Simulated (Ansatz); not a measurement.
Moving the functional in BiTe

The structure is trigonal, space group R-3m (No. 166). The conventional cell has a = 4.845 Å, b = 4.845 Å, c = 9.952 Å, α = 90.00°, β = 90.00°, γ = 120.00°. Bi (site symmetry -3m) has 6 Te at 3.25 Å as nearest neighbours. Around Te (site symmetry -3m) lie 6 Bi at 3.25 Å.

The cell comes from a database or a generator and needn't be the stable form of this composition.

Kept alike: task band structure; k mesh 7 × 7 × 7; occupations fermi-dirac, width 0.05 eV; no spin polarisation. Program: Ansatz, Ansatz PAW. Cutoffs run from 420 to 500 eV. The mesh is that of the run's cell of 2 atoms. No spin-orbit coupling.

```csv
functional,pressure (GPa)
LDA,-3.42
PBE,0.15
PBEsol,-2.32
r2SCAN,-0.60
```

Pressure is positive in compression, with a Pulay correction for the finite cutoff. For a metal such a mesh leaves the last digits unconverged. All rows use potentials made for PBE.

What does the functional change here?

The pressure runs from -3.42 (LDA) to 0.15 GPa (PBE). From PBE: LDA -3.57; PBEsol -2.47; r2SCAN -0.75.
